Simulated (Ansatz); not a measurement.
**As2O3 with fluorine replacing O, one structure, two calculations**

Cell: a cell of As2O3 (space group Fd-3m) built from an entry of the Crystallography Open Database (COD), with the ions relaxed around the defect (PBE, within the symmetry of the start).

Space group Imm2 (No. 44); a = 7.8301, b = 7.8301, c = 11.0734 Å.

```csv
site,Wyckoff,site symmetry,x,y,z
As1,4c,.m.,0.2119,0.0000,0.4010
As2,4c,.m.,0.7076,0.0000,0.8464
As3,4d,m..,0.0000,0.2097,0.6066
As4,4d,m..,0.5000,0.2443,0.6498
F,2b,mm2,0.5000,0.0000,0.5684
O10,8e,1,0.1787,0.8206,0.5032
O11,2b,mm2,0.5000,0.0000,0.9205
O13,8e,1,0.6769,0.8169,0.7452
O17,2a,mm2,0.0000,0.0000,0.6799
O19,2a,mm2,0.0000,0.0000,0.3301
```

One atom of each set is listed; the run and its k-mesh use a cell of 20 atoms with edges of 7.83, 7.83, 7.83 Å.

First run. Method: Kohn–Sham DFT in Ansatz, PBE, plane waves and PAW, scalar-relativistic, collinear spin, 420 eV cutoff, Γ-centred 3×3×3 k-points, Fermi–Dirac smearing 0.01 eV. Start moments as typed (μB): 1 on each F, none on the rest.

```json
{"site": "As1", "V_zz (10²¹ V/m²)": "-25.3", "η": "0.00"}
{"site": "As2", "V_zz (10²¹ V/m²)": "-24.0", "η": "0.17"}
{"site": "As3", "V_zz (10²¹ V/m²)": "-25.7", "η": "0.02"}
{"site": "As4", "V_zz (10²¹ V/m²)": "14.80", "η": "0.95"}
{"site": "F", "V_zz (10²¹ V/m²)": "13.82", "η": "0.49"}
{"site": "O10", "V_zz (10²¹ V/m²)": "11.61", "η": "0.83"}
{"site": "O11", "V_zz (10²¹ V/m²)": "11.50", "η": "0.88"}
{"site": "O13", "V_zz (10²¹ V/m²)": "12.09", "η": "0.68"}
{"site": "O17", "V_zz (10²¹ V/m²)": "11.66", "η": "0.79"}
{"site": "O19", "V_zz (10²¹ V/m²)": "11.75", "η": "0.71"}
```

Second run. The same atoms and settings, except that the functional is r2SCAN and the cutoff is 500 eV.

Q: What does the second run give?

A: 

```csv
site,V_zz,η,change of V_zz
As1,-27.2,0.01,-1.90
As2,-26.0,0.16,-1.94
As3,-27.6,0.02,-1.92
As4,15.82,0.95,+1.02
F,14.53,0.46,+0.71
O10,12.16,0.81,+0.55
O11,12.03,0.86,+0.53
O13,12.64,0.67,+0.55
O17,12.24,0.77,+0.58
O19,12.37,0.68,+0.62
```

The largest change of V_zz is on As2, from -24.0 to -26.0. In per cent, |V_zz| changes by +7 to +8 on As, +5 on F, +5 on O (all sites that start above 2).

The defect repeats with the cell of 20 atoms, so it feels its images: sites between two images don't show the values beside a lone defect, and zeros or small values of η there can come from the images' arrangement. As and O carry a gradient in the pure host already, so the values there aren't the defect's effect alone. The relaxation keeps the site symmetry mm2 of the start, so the impurity can move only along its axis; a distortion that would localise the partly filled state isn't explored. The symmetry of the start holds F at 2.11 Å from its nearest As, well beyond a usual F–As bond (about 1.8 Å). This is probably a saddle point: let free, the atom would likely move off the site and bind to fewer neighbours, so the values at and beside it aren't those of the real defect. The defect cell has no gap above 0.1 eV on its mesh, so the values can hang on the smearing and the k-mesh. The start moments die out, and the run ends without spin.
For the second run: The program didn't check the stability of this electronic state in full, so a lower one may lie near.
